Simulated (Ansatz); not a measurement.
ZrRh (space group Pnma)

```xyz
8
Lattice="6.0551 0.0000 0.0000 0.0000 4.4395 0.0000 0.0000 0.0000 5.2519" Properties=species:S:1:pos:R:3 pbc="T T T"
Zr     4.9951     3.3296     4.5118
Zr     1.0600     1.1099     0.7400
Zr     4.0876     1.1099     1.8859
Zr     1.9676     3.3296     3.3659
Rh     2.7435     3.3296     0.8840
Rh     3.3116     1.1099     4.3679
Rh     0.2841     1.1099     3.5099
Rh     5.7711     3.3296     1.7419
```

The slice is a (001) plane (indices of the conventional cell) through the point (0.675, 0.250, 0.359) (fractional), spanned by u = [010] and v = [100] in vectors of this cell: u (4.44 Å) and v (6.06 Å, at 90° to u). It covers one period; positions are fractions (u, v).

The numbers are results of PBEsol (plane waves to 420 eV, PAW, scalar-relativistic; Ansatz, a program for electronic structure), not measurements. k mesh 8×11×9. Near the nuclei the fields are pseudised (PAW); where an atom keeps semicore shells as valence, they peak there. ZrRh is run without spin polarisation. ZrRh was relaxed with its symmetry unable to fall.

Task: Sketch the electrostatic potential energy of an electron, from the cell's mean on this plane as a map.

Result: 
```
|xxxx06899860xxx|
|xxx0366666630xx|
|xx025531135520x|
|003675100157630|
|567875000057876|
|678885200258887|
|567887433478876|
|235787666678753|
|003688877888630|
|002578766787520|
|003676200267630|
|235650xxxx05653|
|55762xxxxxx2675|
|77760xxxxxx0677|
|56760xxxxxx0676|
|01352xxxxxx2531|
|xx0130xxxx0310x|
|xxx0243113420xx|
|xxxx06888860xxx|
|xxxx06999960xxx|
```
Scale: ten equal steps from 5.00 (start of '0') to 13.59 (end of '9'), in the order '0123456789'. Values: electrostatic potential energy of an electron, from the cell's mean, in eV. The map has 15 points along u (one character each, u = 0 at the left) and 20 along v (v = 0 in the bottom row). Points within 1 Å of a nucleus are blanked (x), as the pseudised field means little there. Values under 5 eV are set to 5. The zero, the cell's mean, hangs on the PAW cores.
